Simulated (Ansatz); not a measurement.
Consider the following.

C in space group P6_222 (No. 180; C on 3c), a = b = 2.5924 Å, c = 2.7830 Å, α = β = 90.00°, γ = 120.00°.

This is the PBEsol-relaxed structure.

Question: All from DFT-PBEsol in the program Ansatz with PAW potentials, unless another level is named. Give the band gap.

Answer: 1.77 eV (indirect).

Question: Give the smallest direct gap on the standard path.

Answer: 4.52 eV.

Question: What about the valence-band maximum?

Answer: at A.

Question: Give the conduction-band minimum.

Answer: at M (3 equivalent valleys).

The start of the workflow was typed in or built on a structure type; neither database checked (COD, Materials Project) lists it. It is not the phase usual at ambient conditions (space group No. 194, 227). The PBEsol relaxation kept the symmetry of its start; its stability against distortions is not shown here.

Potentials: the earlier of the program's two PAW sets. The files were generated under PBE; for other functionals the program regenerates the frozen cores, and for LDA and PBEsol the local potential too.
